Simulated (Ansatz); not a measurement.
# Piezoelectric tensor of Cd$_{4}$Se$_{3}$S

Theory: DFT PBE, scalar-relativistic, plane waves, PAW (Ansatz 0.2.0). Cutoff 420 eV, 6×6×6 k-points (Γ-centred), fixed occupations. No spin polarisation.

The cell, relaxed at this level:
```
Cd Se S
1.0
     6.12794    0.00000    0.00000
     0.00000    6.12794    0.00000
     0.00000    0.00000    6.12794
Cd Se S
4 3 1
Direct
  0.75610 0.75610 0.24390
  0.75610 0.24390 0.75610
  0.24390 0.75610 0.75610
  0.24390 0.24390 0.24390
  0.00000 0.50000 0.50000
  0.50000 0.00000 0.50000
  0.50000 0.50000 0.00000
  0.00000 0.00000 0.00000
```

It was reached by relaxing an invented guess, and it needn't be the stable form of this composition.

Q: Give the relaxed-ion proper piezoelectric stress tensor e_iJ (C/m², Voigt columns xx yy zz yz xz xy).

A:
```
x    0.000  0.000  0.000 -0.079  0.000  0.000
y    0.000  0.000  0.000  0.000 -0.079  0.000
z    0.000  0.000  0.000  0.000  0.000 -0.079
```
Signs follow the orientation of the cell as given.

Q: With the elastic constants (GPa, Voigt order)
```
58.8 40.7 40.7  0.0  0.0  0.0
40.7 58.8 40.7  0.0  0.0  0.0
40.7 40.7 58.8  0.0  0.0  0.0
 0.0  0.0  0.0 22.4  0.0  0.0
 0.0  0.0  0.0  0.0 22.4  0.0
 0.0  0.0  0.0  0.0  0.0 22.4
```
find the strain coefficients d = e·C⁻¹ (pC/N).

A:
```
x    0.00  0.00  0.00 -3.52  0.00  0.00
y    0.00  0.00  0.00  0.00 -3.52  0.00
z    0.00  0.00  0.00  0.00  0.00 -3.52
```
